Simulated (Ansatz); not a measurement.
Cd:
```yaml
crystal:
  lattice:
    - [2.99500, 0.00000, 0.00000]
    - [-1.49750, 2.59374, 0.00000]
    - [0.00000, 0.00000, 5.46746]
  atoms:
    - { symbol: Cd, position: [0.33333, 0.66667, 0.75000] }
    - { symbol: Cd, position: [0.66667, 0.33333, 0.25000] }
```

This is the PBE+D3(BJ)-relaxed structure. x, y and z are the axes in which the lattice vectors are written.

Problem. All from the program Ansatz at the PBE+D3(BJ) level (PAW), unless another level is named. Give the Debye temperature from the elastic constants.

Solution. 162 K.

Problem. And the elastic constants (relaxed ions, GPa)?

Solution. C11 = 92.8, C12 = 48.8, C13 = 42.9, C33 = 56.0, C44 = 12.1.

Space group P6_3/mmc (hcp (Mg type)). The cell was relaxed with PBE+D3(BJ) under the symmetry of its start. The pairwise dispersion correction was not fitted to metals. As this level gives no gap, shear constants depend on the k-mesh and smearing (Fermi–Dirac, 0.1 eV here).

Potentials: the later of the program's two PAW sets.
